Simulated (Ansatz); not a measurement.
Ansatz (a first-principles code) input:

Ansatz 0.2 input:
```yaml
crystal:
  lattice:
    - [0.0, 2.6591595233, 2.6591595233]
    - [2.6591595233, 0.0, 2.6591595233]
    - [2.6591595233, 2.6591595233, 0.0]
  atoms:
    - { symbol: K, position: [0.0, 0.0, 0.0] }
    - { symbol: F, position: [0.5, 0.5, 0.5] }
kpoints:
  mp_grid: { grid: [8, 8, 8] }
hamiltonian:
  xc: r2scan
  pseudopotentials: { kind: paw }
scf:
  occupations: { method: fixed }
phonons:
  method: dfpt
  response_accuracy: low
  qmesh: [4, 4, 4]
  interpolated_qmesh: [18, 18, 18]
  dielectric: true
  rigid_motions: translations
  temperatures: { t_max: 1000, t_step: 50 }
  qpath:
    path:
      - [[0.0, 0.0, 0.0], [0.5, 0.0, 0.5], [0.625, 0.25, 0.625]]  # Γ-X-U
      - [[0.375, 0.375, 0.75], [0.0, 0.0, 0.0], [0.5, 0.5, 0.5], [0.5, 0.25, 0.75], [0.5, 0.0, 0.5]]  # K-Γ-L-W-X
    npoints: 13
```

Output (shortened):

```
Pseudopotential: K, paw, valence charge 9
Pseudopotential: F, paw, valence charge 7
Functional definition: r2SCAN
Crystal: 2 atoms, lattice volume = 37.607 Å³
Basis set: ecut = 500 eV, 941 PW (Γ), exchange–correlation on 270×270×270 points (729 copies of the dense FFT grid, shifted against one another)
Bands: 12, of which v1, the nominal top of the filled ones, is band 8 counted from 1 (7 counted from 0)
Symmetry: 48 space group operations
k-points: 59 of 512 (irreducible under 8 space group operations, time reversal used)
SCF iter   1: F=—  HF=-2355.152243 eV  |F-HF|=—  |Δ(HF+E_count)|=         —  Δρ=7.43e-3  dr2=1.92e-2  dr2_τ=2.75e-2  ethr=1.77e-3  ⟨swp⟩=4.2  Hψ=3850  notcnv=0  defer=95
preconditioner: auto → none
SCF iter   2: F=—  HF=-2355.192593 eV  |F-HF|=—  |Δ(HF+E_count)|=   4.03e-2  Δρ=5.30e-3  dr2=3.80e-3  dr2_τ=8.70e-4  ethr=1.20e-4  ⟨swp⟩=3.0  Hψ=1802  notcnv=0  defer=114
SCF iter   3: F=—  HF=-2355.191698 eV  |F-HF|=—  |Δ(HF+E_count)|=   8.95e-4  Δρ=1.52e-3  dr2=3.12e-4  dr2_τ=5.98e-5  ethr=2.38e-5  ⟨swp⟩=2.0  Hψ=1241  notcnv=0  defer=114
SCF iter   4: F=—  HF=-2355.191668 eV  |F-HF|=—  |Δ(HF+E_count)|=   2.98e-5  Δρ=2.20e-4  dr2=4.14e-6  dr2_τ=1.91e-6  ethr=1.95e-6  ⟨swp⟩=3.0  Hψ=1132  notcnv=0  defer=116
SCF iter   5: F=—  HF=-2355.191673 eV  |F-HF|=—  |Δ(HF+E_count)|=   5.09e-6  Δρ=3.15e-5  dr2=1.40e-7  dr2_τ=4.40e-8  ethr=2.58e-8  ⟨swp⟩=2.3  Hψ=1166  notcnv=0  defer=2
SCF iter   6: F=—  HF=-2355.191672 eV  |F-HF|=—  |Δ(HF+E_count)|=   5.11e-7  Δρ=5.50e-6  dr2=4.60e-9  dr2_τ=1.18e-9  ethr=8.74e-10  ⟨swp⟩=2.6  Hψ=1138  notcnv=0
SCF iter   7: F=-2355.191672 eV  HF=-2355.191672 eV  |F-HF|=2.14e-11  |Δ(HF+E_count)|=   6.11e-9  Δρ=2.84e-7  dr2=1.32e-11  dr2_τ=5.41e-12  ethr=1.00e-12  ⟨swp⟩=5.2  Hψ=4692  notcnv=0
SCF 1 converged in 7 iterations: F = -2355.191672 eV  dr2 = 1.32e-11
DFPT response loops at Γ: preconditioner auto → none (the input reference at scf.mixing.eps_inf says where Resta's filter doesn't serve); β = 0.50 …
NSCF: frozen V_eff on 29 k-points
NSCF: frozen V_eff on 576 k-points
DFPT response loops at q = (0, 0, 0.25) (fractional): mixed as the last ones told, above
NSCF: frozen V_eff on 300 k-points
DFPT response loops at q = (0, 0, -0.5) (fractional): mixed as the last ones told, above
NSCF: frozen V_eff on 328 k-points
DFPT response loops at q = (0, 0.25, 0.25) (fractional): mixed as the last ones told, above
NSCF: frozen V_eff on 1024 k-points
DFPT response loops at q = (0, 0.25, -0.5) (fractional): mixed as the last ones told, above
NSCF: frozen V_eff on 576 k-points
DFPT response loops at q = (0, 0.25, -0.25) (fractional): mixed as the last ones told, above
NSCF: frozen V_eff on 190 k-points
DFPT response loops at q = (0, -0.5, -0.5) (fractional): mixed as the last ones told, above
NSCF: frozen V_eff on 328 k-points
DFPT response loops at q = (0.25, -0.5, -0.25) (fractional): mixed as the last ones told, above
SCF converged after 7 iterations
Free energy (F): -2355.191672 eV
Harris-Foulkes:  -2355.191672 eV  (|F-HF|=2.14e-11)
Internal energy: -2355.191672 eV  (E = F + TS)
E sigma→0 (E₀):  -2355.191672 eV
Fermi energy:    1.014060 eV
--- Per-component energies (eV) ---
  E_band       = -136.962382
  E_kinetic    = 463.802185
  E_local      = -1104.896976  (includes V_loc(G=0)·N_el)
  E_nonlocal   = 85.246483
  E_hartree    = 398.955710
  E_xc         = -214.608169
  E_vxc        = -304.752061  (∫ρ·V_xc dr)
  E_paw        = -990.686951  (= ΣΔE_a)
  E_vpaw       = -94.247356  (= ΣTr[D̂ρ^β])
  E_aug_tail   = 0.000952  (compensation charges beyond the density's cutoff)
  E_vtau       = 19.972921  (kinetic-family band-sum trace: ∫τ·v_τ [+ j·A + Jᵃ·Aᵃ] dr)
  E_ewald      = -992.777330
  E_core_change = -0.227577  (= ΣΔE_core)
  E_smearing   =  0.000000  (= −TS)
  E_closure    =  0.000000  (closes the sum)
  Σ components = -2355.191672   (vs F -2355.191672, Δ=0.00e0)
  [band-id]    e_kinetic+e_local+e_nonlocal+2·e_hartree+e_vxc+e_vpaw+e_augmentation_tail+e_vtau = -136.962432   (vs E_band -136.962382, Δ=-5.07e-5)
--- Band table (eV; the first three rows and the last of 59) ---
  k-point 0: bands = ["-25.9872", "-18.7828", "-8.4585", "-8.4585", "-8.4585", "1.0141", "1.0141", "1.0141", "7.9211", "12.5124", "12.5124", "12.5124"]
  k-point 1: bands = ["-25.9724", "-18.7964", "-8.5012", "-8.4639", "-8.4639", "0.8788", "0.9611", "0.9611", "8.3588", "12.2127", "12.7284", "12.7284"]
  k-point 2: bands = ["-25.9362", "-18.8296", "-8.6034", "-8.4767", "-8.4767", "0.5881", "0.8359", "0.8359", "9.4469", "11.8117", "13.2674", "13.2674"]
  k-point 58: bands = ["-25.8598", "-18.8344", "-8.8631", "-8.8631", "-8.5483", "0.6124", "0.8667", "0.8667", "11.3987", "11.3987", "13.2244", "15.4601"]
--- Phonons (Γ-DFPT): 2 representative perturbations + reference, on 59 of 512 k-points (Σ response iterations 10) ---
  ASR residual: 1.924e-4 → 0.000e0 eV/Å²; symmetrization residual: 9.407e-5 eV/Å²
  ASR residual per site (eV/Å²): 8.31e-5 1.92e-4
  Γ frequencies (cm⁻¹): 0.00 0.00 0.00 193.44 193.44 193.44
  ε∞ (high-frequency dielectric tensor):
        1.935049     0.000000     0.000000
        0.000000     1.935049     0.000000
        0.000000     0.000000     1.935049
  ε⁰ (static dielectric tensor: ions relaxed, cell fixed):
        5.438062     0.000000     0.000000
        0.000000     5.438062     0.000000
        0.000000     0.000000     5.438062
  ε⁰ − ε∞ (ionic part):
        3.503013     0.000000     0.000000
        0.000000     3.503013     0.000000
        0.000000     0.000000     3.503013
  softest optical mode at Γ: 193.44 cm⁻¹; the repairs (sum rule, projections) moved no ω² at Γ by more than (3.29 cm⁻¹)²
  Born effective charges Z* (e; rows j = field, columns β = displacement):
    site 0:
         1.13175    0.00000    0.00000
         0.00000    1.13175    0.00000
         0.00000    0.00000    1.13175
    site 1:
        -1.13175    0.00000    0.00000
         0.00000   -1.13175    0.00000
         0.00000    0.00000   -1.13175
  Z* charge neutrality: 2.389e-5 e pre-enforcement
  k-mesh period / interband length: 30.1 Å / 0.81 Å = 37.34 at k = (0.0000, 0.0000, 0.0000), direct gap 6.907 eV — 14 or more, which is no proof of convergence
  optical modes at Γ without the LO–TO term, one row a degenerate level:
      ω (cm⁻¹)  modes    IR ((D/Å)²/amu)
        193.44      3             6.9336
  optical modes at Γ + LO–TO along q̂ = [1.0000, 0.0000, 0.0000]:
      ω (cm⁻¹)  modes    IR ((D/Å)²/amu)
        193.44      2             4.6224
        324.28      1             2.3112
  optical modes at Γ + LO–TO along q̂ = [0.0000, 1.0000, 0.0000]:
      ω (cm⁻¹)  modes    IR ((D/Å)²/amu)
        193.44      2             4.6224
        324.28      1             2.3112
  optical modes at Γ + LO–TO along q̂ = [0.0000, 0.0000, 1.0000]:
      ω (cm⁻¹)  modes    IR ((D/Å)²/amu)
        193.44      2             4.6224
        324.28      1             2.3112
  non-analytic LO–TO correction: the dipole-dipole term of the run's Born effective charges and high-frequency dielectric tensor (where they are solved with …
--- Phonons (arbitrary-q DFPT): 8 irreducible q on the 4×4×4 mesh ---
  q = [0.0000, 0.0000, 0.0000] (star 1, of the zone-centre solve; hermiticity 1.07e-4, symmetrization 1.50e-13):  0.00  0.00 0.00 193.44 193.44 193.44
  q = [0.0000, 0.0000, 0.2500] (star 8, 2 solved perturbations on 288 of 512 k-point pairs; hermiticity 2.31e-5, symmetrization 1.19e-12): 78.96 78.96 118.87 187.44 187.44 303.31
  q = [0.0000, 0.0000, -0.5000] (star 4, 2 solved perturbations on 150 of 512 k-point pairs; hermiticity 1.90e-13, symmetrization 6.48e-13): 118.60 118.60 176.67 176.67 197.44 261.37
  q = [0.0000, 0.2500, 0.2500] (star 6, 4 solved perturbations in 528 linear systems a pass and spin channel, the states on 164 of 512 k-point pairs; hermiticity 1.11e-5, symmetrization 2.27e-13): 61.04 61.04 146.77 197.10 197.10 266.77
  q = [0.0000, 0.2500, -0.5000] (star 24, 4 solved perturbations in 1600 linear systems a pass and spin channel, the states on 512 of 512 k-point pairs; hermiticity 6.07e-5, symmetrization 8.35e-14): 100.61 131.40 160.68 190.10 197.25 234.19
  q = [0.0000, 0.2500, -0.2500] (star 12, 4 solved perturbations in 904 linear systems a pass and spin channel, the states on 288 of 512 k-point pairs; hermiticity 3.56e-5, symmetrization 4.04e-13): 104.03 118.44 165.48 176.15 201.53 254.95
  q = [0.0000, -0.5000, -0.5000] (star 3, 4 solved perturbations in 308 linear systems a pass and spin channel, the states on 95 of 512 k-point pairs; hermiticity 2.65e-5, symmetrization 1.57e-13): 85.16 85.16 166.86 199.96 199.96 210.48
  q = [0.2500, -0.5000, -0.2500] (star 6, 4 solved perturbations in 502 linear systems a pass and spin channel, the states on 164 of 512 k-point pairs; hermiticity 3.34e-5, symmetrization 6.32e-13): 133.25 133.25 140.13 198.91 205.26 205.26
  sum rule: each row above includes the acoustic sum rule's correction from the zone centre's row sums; it moved no ω² by more than (1.66 cm⁻¹)²
  mesh force constants: q→R imaginary residual 3.73e-18; ASR residual 1.924e-4 → 0.000e0 eV/Å²; symmetrization residual 3.553e-15 eV/Å²
  interpolated dispersion: 81 rows × 6 modes
  density of states and harmonic sums: on the 18×18×18 q-mesh, interpolated from the force constants of a 4×4×4 supercell (with the dipole–dipole term)
  largest difference from the sums on the solved wave vectors: F 1.17e-2 eV, S 1.57e-5 and C_V 3.98e-6 eV/K
  zero-point energy: 0.061737 eV/cell   skipped modes (ω ≤ 0): 3   left out of the sums: 8.57e-5 of the cell's modes …
```

Cost: about 19 core-minutes (a rough figure) on shared cores.

Space group Fm-3m (rock salt). The cell was relaxed with r²SCAN under the symmetry of its start.

Potentials: the later of the program's two PAW sets.

Ansatz is a plane-wave DFT program.
